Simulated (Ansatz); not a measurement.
Relaxed SnO₂ (rutile):

```
SnO2
1.0
    9.65509     0.00000     0.00000
    4.82754     4.82754     0.00000
    0.00000     0.00000     3.23815
Sn O
4 8
Direct
  0.00000   0.00000   0.00000
  0.50000   0.00000   0.00000
  0.00000   0.50000   0.50000
  0.50000   0.50000   0.50000
  0.00000   0.30658   0.00000
  0.50000   0.30658   0.00000
  0.30658   0.19342   0.50000
  0.80658   0.19342   0.50000
  0.69342   0.80658   0.50000
  0.19342   0.80658   0.50000
  0.00000   0.69342   0.00000
  0.50000   0.69342   0.00000
```

The atoms are displaced by Q × the pattern below (from a DFPT mode at M = (0.5, 0.5, 0.0), largest move 1; Q in Å), at fixed cell. It is one choice among 2 degenerate patterns. (q is in reciprocal vectors of the primitive cell; the cell shown is doubled to hold the pattern.)

```json
[
 {"atom": "Sn1", "x": "0.538", "y": "-0.123", "z": "0.000"},
 {"atom": "Sn2", "x": "-0.538", "y": "0.123", "z": "0.000"},
 {"atom": "Sn3", "x": "-0.044", "y": "-0.525", "z": "0.000"},
 {"atom": "Sn4", "x": "0.044", "y": "0.525", "z": "0.000"},
 {"atom": "O5", "x": "0.739", "y": "-0.673", "z": "0.000"},
 {"atom": "O6", "x": "-0.739", "y": "0.673", "z": "0.000"},
 {"atom": "O7", "x": "-0.569", "y": "-0.646", "z": "0.000"},
 {"atom": "O8", "x": "0.569", "y": "0.646", "z": "0.000"},
 {"atom": "O9", "x": "-0.569", "y": "-0.646", "z": "0.000"},
 {"atom": "O10", "x": "0.569", "y": "0.646", "z": "0.000"},
 {"atom": "O11", "x": "0.739", "y": "-0.673", "z": "0.000"},
 {"atom": "O12", "x": "-0.739", "y": "0.673", "z": "0.000"}
]
```

These are PBE (plane waves to 420 eV, PAW, scalar-relativistic; Ansatz, a quantum-chemistry and plane-wave program) values and carry that method's errors. k mesh 7×7×10 (Γ-centred), Fermi-Dirac smearing 0.05 eV. The energy includes the smearing's −TS. SnO2 was relaxed with its symmetry unable to fall. The zero of ΔE is the undisplaced structure.

| Q (Å) | ΔE (meV/cell) |
|---|---|
| -0.2800 | 1628 |
| -0.2333 | 1124 |
| -0.1867 | withheld |
| -0.1400 | 401 |
| -0.0933 | 178 |
| -0.0467 | 44 |
| 0.0000 | 0 |
| 0.0467 | 44 |
| 0.0933 | 178 |
| 0.1400 | 401 |
| 0.1867 | withheld |
| 0.2333 | 1124 |
| 0.2800 | 1628 |

**Question.** Fit an even polynomial form (powers 2, 4) to the given rows and predict ΔE at Q = -0.1867.

**Answer.** Least squares on the 11 given rows: ΔE = (20380)·Q² + (4973)·Q⁴, in meV/cell with Q in Å; root-mean-square residual 0.3 meV/cell. At -0.1867 the fit gives 716 meV/cell; the calculation gives 716 meV/cell, the same to the digits shown. The quadratic term alone would give 710 meV/cell.

(A displaced cell: forces are minus the slopes of the energy, force constants its curvatures, and phonons follow from these.)
